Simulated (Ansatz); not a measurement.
**Al6Co5Ni: phonons across the zone**

Computed with Ansatz, DFT PBE, scalar-relativistic, plane waves, PAW. Cutoff 420 eV, 10×10×6 k-points (Γ-centred), Gaussian smearing of 0.20 eV. No spin polarisation. Phonons by linear response, acoustic sum rule imposed.

Relaxed structure:
```
CELL_PARAMETERS angstrom
4.04754 0.00000 0.00000
0.00000 4.04754 0.00000
0.00000 0.00000 8.56992
ATOMIC_POSITIONS crystal
Al 0.00000 0.50000 0.83193
Al 0.00000 0.50000 0.16807
Al 0.00000 0.50000 0.50000
Al 0.50000 0.00000 0.83193
Al 0.50000 0.00000 0.16807
Al 0.50000 0.00000 0.50000
Co 0.00000 0.00000 0.66632
Co 0.00000 0.00000 0.33368
Ni 0.00000 0.00000 0.00000
Co 0.50000 0.50000 0.66734
Co 0.50000 0.50000 0.00000
Co 0.50000 0.50000 0.33266
```

The structure comes from a generated guess, relaxed at this level; another structure or a mixture of phases may lie lower. In a metal, frequencies and elastic constants depend on the k mesh and the smearing, soft modes and shear constants most. Some empty bands missed the eigensolver's threshold. The q mesh is coarse, so values between its points are rough.

Force constants from linear response on a 2×2×1 q mesh.

Path: Γ–X–M–Γ–Z–R–A–Z | X–R | M–A. Only the points of the 2×2×1 mesh were computed; the rest is interpolation, which is rough on so few points. On the mesh no mode is imaginary. Distance along the path (Å⁻¹), then the branches (cm⁻¹, negative for imaginary):
```
0.000  0 0 0 161 161 162 162 168 168 196 205 205 214 219 220 220 226 227 273 293 293 297 297 319 320 320 332 338 356 356 358 358 368 374 374 379
0.194  36 48 73 158 159 160 164 166 173 196 203 207 217 218 220 221 223 225 274 296 296 299 300 317 321 322 332 337 354 356 356 358 367 371 372 377
0.388  70 93 137 154 154 156 165 171 183 195 196 211 213 215 215 220 223 227 277 302 305 306 307 312 324 328 334 337 347 350 354 357 362 363 366 371
0.582  99 133 140 156 161 169 180 183 187 187 188 197 202 205 220 221 225 228 284 303 313 316 320 320 328 336 337 339 339 340 349 350 353 357 358 363
0.776  121 123 162 167 168 171 172 174 180 183 190 191 205 206 222 224 224 226 293 294 324 325 326 330 332 334 334 334 335 339 346 348 349 351 355 356
0.970  133 137 161 165 165 171 174 178 185 187 196 198 206 206 220 224 224 224 292 293 310 310 310 313 322 325 345 345 346 347 352 353 357 358 358 362
1.164  154 158 162 167 169 176 181 182 197 199 203 206 206 208 216 217 226 227 288 288 292 292 292 295 306 308 350 350 355 355 363 363 364 365 370 376
1.358  159 164 168 180 186 186 191 192 193 198 199 205 210 211 217 218 235 236 279 280 280 281 283 283 290 292 353 353 360 360 369 371 371 371 378 386
1.552  162 173 173 182 188 190 193 193 194 194 197 198 214 214 220 220 244 244 275 275 275 276 281 281 281 282 354 354 362 362 371 372 373 374 381 390
1.827  155 156 168 176 178 182 188 192 197 201 203 206 209 213 214 220 226 227 279 280 281 287 288 290 292 304 350 352 356 359 367 368 370 371 374 384
2.101  123 128 144 150 173 174 180 184 188 190 205 206 207 211 211 220 222 227 277 286 289 305 307 313 314 332 333 338 348 352 354 362 365 366 368 377
2.376  64 67 95 152 155 165 169 171 172 196 203 206 216 219 219 222 222 225 274 291 295 305 308 315 317 329 330 334 350 354 359 360 364 365 374 375
2.650  0 0 0 161 161 162 162 168 168 196 205 205 214 219 220 220 226 227 273 293 293 297 297 319 320 320 332 338 356 356 358 358 368 374 374 379
2.742  23 23 33 147 147 167 167 176 176 191 203 203 204 221 221 226 227 229 274 290 290 300 300 320 320 320 325 343 354 354 360 360 363 374 374 383
2.833  46 46 65 129 129 168 168 174 186 186 200 200 201 223 223 226 227 238 279 286 286 305 305 315 318 318 324 348 353 353 355 363 363 373 373 388
2.925  68 68 96 110 110 151 170 170 193 193 196 196 201 225 225 226 226 244 282 282 286 305 309 309 317 317 330 346 352 352 352 365 365 371 371 391
3.017  87 87 92 92 125 125 172 172 194 194 196 196 200 225 225 226 226 246 281 281 294 296 311 311 315 315 336 338 351 351 353 367 367 370 370 392
3.211  88 89 95 96 147 148 168 175 192 196 196 197 201 223 223 223 224 235 284 292 294 296 310 313 316 317 335 337 349 350 354 364 365 368 368 390
3.405  104 106 106 113 160 179 183 184 185 192 196 198 211 215 215 218 218 221 292 298 299 308 310 316 319 323 332 334 342 347 357 359 360 360 362 384
3.599  120 132 134 134 148 171 181 181 194 197 198 202 207 210 213 215 221 225 304 305 307 314 316 324 328 329 330 331 333 342 348 348 350 353 364 377
3.793  132 136 154 155 160 161 162 166 187 192 198 201 203 205 221 222 228 229 313 314 314 315 317 317 332 334 334 335 336 336 338 341 342 344 370 371
3.987  139 145 156 160 165 167 168 172 185 190 192 200 208 208 222 222 228 228 304 305 310 311 312 312 319 322 322 324 346 346 351 355 356 357 371 371
4.181  155 160 164 171 175 178 180 186 186 187 187 194 214 216 222 222 226 227 288 288 296 299 299 299 315 316 319 319 359 360 364 368 370 371 372 373
4.375  158 168 170 184 185 186 187 189 191 192 201 202 216 218 222 222 222 223 277 277 283 285 286 286 314 314 319 319 367 369 372 374 374 376 379 380
4.569  155 169 169 182 192 193 194 196 196 199 208 208 213 213 218 218 224 224 273 274 278 279 280 281 314 314 320 320 370 372 375 375 375 379 382 384
4.843  158 160 170 171 179 182 188 190 191 196 201 206 208 213 218 222 224 226 274 286 286 288 289 290 313 317 318 323 362 368 368 371 372 376 378 379
5.118  118 122 142 147 175 178 182 188 203 204 206 206 207 208 209 209 211 224 277 295 296 299 304 315 317 319 336 338 340 348 352 362 363 372 374 380
5.392  88 90 106 107 161 161 172 174 194 194 197 198 200 219 221 221 225 228 280 294 296 304 308 312 316 321 336 337 341 354 355 359 361 368 371 388
5.667  87 87 92 92 125 125 172 172 194 194 196 196 200 225 225 226 226 246 281 281 294 296 311 311 315 315 336 338 351 351 353 367 367 370 370 392
5.712  122 124 162 167 168 170 173 174 178 183 191 192 205 205 221 224 224 226 294 295 324 324 327 330 332 334 334 334 335 339 346 347 348 348 357 358
5.804  124 126 162 165 166 167 168 171 178 185 195 198 204 205 221 222 226 228 296 297 321 321 331 332 334 334 334 334 335 338 338 339 345 348 363 364
5.896  128 131 160 161 163 163 163 167 183 189 198 201 202 204 221 222 227 228 302 302 318 319 328 329 332 334 334 334 335 335 337 338 344 346 368 368
5.987  132 135 154 156 161 162 162 166 186 192 199 200 203 205 221 222 228 229 310 310 317 318 319 319 332 334 334 335 336 337 337 340 342 344 370 370
6.033  162 173 173 182 188 190 193 193 194 194 197 198 214 214 220 220 244 244 275 275 275 276 281 281 281 282 354 354 362 362 371 372 373 374 381 390
6.125  160 172 172 184 186 191 193 193 196 196 197 198 213 213 221 221 240 240 274 275 276 277 281 282 285 285 349 349 366 366 371 372 374 375 381 389
6.216  158 171 171 184 187 192 194 194 197 198 201 201 211 211 222 222 233 233 273 274 276 278 280 282 294 294 339 339 371 371 371 372 374 377 380 388
6.308  156 170 170 183 190 192 195 195 196 199 206 206 209 209 223 223 225 225 273 274 277 279 280 281 305 305 329 329 370 372 374 374 375 380 380 386
6.400  155 169 169 182 192 193 194 196 196 199 208 208 213 213 218 218 224 224 273 274 278 279 280 281 314 314 320 320 370 372 375 375 375 379 382 384
```
